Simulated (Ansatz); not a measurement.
**InGa3As4: zone-centre modes**

Level of theory: Ansatz 0.2.0, DFT PBE, scalar-relativistic, plane waves, PAW. Cutoff 420 eV, 6×6×6 k-points (Γ-centred), Fermi-Dirac smearing of 0.15 eV. No spin polarisation. Phonons by linear response, acoustic sum rule imposed.

Equilibrium structure at this level:
```
In Ga As
1.0
     5.85940    0.00000    0.00000
     0.00000    5.85940    0.00000
     0.00000    0.00000    5.85940
In Ga As
1 3 4
Direct
  0.00000 0.00000 0.00000
  0.50000 0.00000 0.50000
  0.50000 0.50000 0.00000
  0.00000 0.50000 0.50000
  0.25929 0.74071 0.74071
  0.25929 0.25929 0.25929
  0.74071 0.74071 0.25929
  0.74071 0.25929 0.74071
```

The cell was found from a structure generator's guess, not taken from experiment. In a metal, frequencies depend on the k mesh and the smearing, soft modes most.

Task: Is this structure stable against zone-centre distortions?

Result: Yes, at Γ: no optical mode is imaginary. Strains and other wave vectors aren't tested by this run.

Task: List the optical modes at Γ (i marks imaginary ones).

Result:
```csv
frequency (meV),degeneracy
7.5,3
9.1,3
24.2,2
25.1,3
25.7,1
27.1,3
28.0,3
29.4,3
```
